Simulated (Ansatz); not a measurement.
Y3GeS2:
Space group P-3m1 (No. 164); a = b = 4.027 Å, c = 9.754 Å, α = β = 90.00°, γ = 120.00°

```json
[
 {"atom": "Y", "site": "2d", "symmetry": "3m.", "x": "0.3333", "y": "0.6667", "z": "0.1642"},
 {"atom": "Y", "site": "1b", "symmetry": "-3m.", "x": "0.0000", "y": "0.0000", "z": "0.5000"},
 {"atom": "Ge", "site": "1a", "symmetry": "-3m.", "x": "0.0000", "y": "0.0000", "z": "0.0000"},
 {"atom": "S", "site": "2d", "symmetry": "3m.", "x": "0.6667", "y": "0.3333", "z": "0.3412"}
]
```

Relaxed with r²SCAN.

Question: Which orbitals make up the states near the Fermi level in r²SCAN in the plane-wave PAW code Ansatz?

Answer: Within 0.5 eV of the Fermi level: Y 4d 73 %, Ge 4p 13 %, S 3p 7 %. Projections are on Löwdin-orthogonalised atomic valence shells; empty p or d shells of many metals are not among them.

Question: Tabulate the density of states.

Answer: States/eV per cell of 6 atoms, in 0.25 eV bins, energy from the Fermi level.

```tsv
E (eV)	total	Y 4d	S 3p	Ge 4p
-7.85	2.76	0.72	0.03	0.01
-7.60	0.00	0.00	0.00	0.00
-7.35	0.00	0.00	0.00	0.00
-7.10	0.00	0.00	0.00	0.00
-6.85	0.00	0.00	0.00	0.00
-6.60	1.12	0.23	0.71	0.01
-6.35	2.92	0.53	1.93	0.02
-6.10	3.96	0.66	2.69	0.03
-5.85	5.96	0.88	4.45	0.06
-5.60	1.81	0.33	1.29	0.02
-5.35	4.43	0.83	3.24	0.07
-5.10	12.32	2.61	9.32	0.07
-4.85	5.68	0.87	4.53	0.06
-4.60	6.12	0.86	5.01	0.06
-4.35	3.03	0.40	2.51	0.02
-4.10	0.65	0.07	0.56	0.00
-3.85	0.00	0.00	0.00	0.00
-3.60	0.00	0.00	0.00	0.00
-3.35	0.00	0.00	0.00	0.00
-3.10	0.00	0.00	0.00	0.00
-2.85	0.18	0.05	0.01	0.10
-2.60	1.93	0.53	0.14	1.07
-2.35	2.42	0.77	0.12	1.31
-2.10	1.42	0.53	0.06	0.71
-1.85	5.43	2.19	0.29	2.56
-1.60	4.71	1.95	0.17	2.37
-1.35	1.76	0.91	0.03	0.75
-1.10	1.97	1.14	0.04	0.73
-0.85	1.99	1.13	0.03	0.77
-0.60	3.05	1.62	0.09	1.26
-0.35	1.63	1.06	0.11	0.38
-0.10	1.66	1.21	0.13	0.21
0.15	1.98	1.51	0.16	0.16
0.40	2.20	1.74	0.15	0.13
0.65	2.76	2.22	0.18	0.13
0.90	2.63	2.09	0.20	0.11
1.15	3.27	2.60	0.22	0.10
1.40	3.37	2.72	0.21	0.09
1.65	4.46	3.65	0.21	0.09
1.90	4.58	3.72	0.19	0.09
2.15	5.30	4.23	0.22	0.10
2.40	6.90	5.48	0.32	0.12
2.65	6.42	5.05	0.31	0.13
2.90	7.53	5.75	0.41	0.12
3.15	6.21	4.60	0.34	0.11
3.40	8.22	6.13	0.40	0.14
```

The workflow started from a Materials Project entry (that database holds measured and hypothetical structures alike); the Crystallography Open Database copy checked does not list it. Whether it is the stable phase at ambient conditions was not checked. The r²SCAN relaxation kept the symmetry of its start; whether a distortion lowers the energy is not shown. The run is not spin-polarised. With an odd number of electrons in the cell and no spin polarisation, the count alone makes it a metal. Spin–orbit coupling is left out wherever it is not named.

Potentials: the later of the program's two PAW sets.
